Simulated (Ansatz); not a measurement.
# Structure relaxation of P

These are results of DFT r2SCAN, scalar-relativistic, plane waves, PAW in Ansatz, not measurements. Cutoff 500 eV, Γ-centred k mesh, Gaussian smearing, no spin polarisation in the final step.

This is the end of a relaxation of cell and atoms.

```
CELL_PARAMETERS angstrom
1.64979 -5.50727 0.00000
1.64979 5.50727 0.00000
0.00000 0.00000 4.55628
ATOMIC_POSITIONS crystal
P 0.09548 0.90452 0.08847
P 0.59548 0.40452 0.41153
P 0.90452 0.09548 0.91153
P 0.40452 0.59548 0.58847
```

Problem. What space group does it have?

Solution. Cmce (No. 64). Conventional cell: a = 3.300 Å, b = 11.015 Å, c = 4.556 Å. P has 3 P at 2.21–2.25 Å.

Problem. Is it a metal?

Solution. No, the gap on the 12×12×8 mesh is 0.24 eV.

The final run used a 12×12×8 mesh on its 4-atom cell and 0.01 eV smearing. No dispersion correction is applied, so the spacing between layers, chains or molecules is poorly fixed, and with it the volume and density. The cell came from a trial start, so P may not exist in this structure.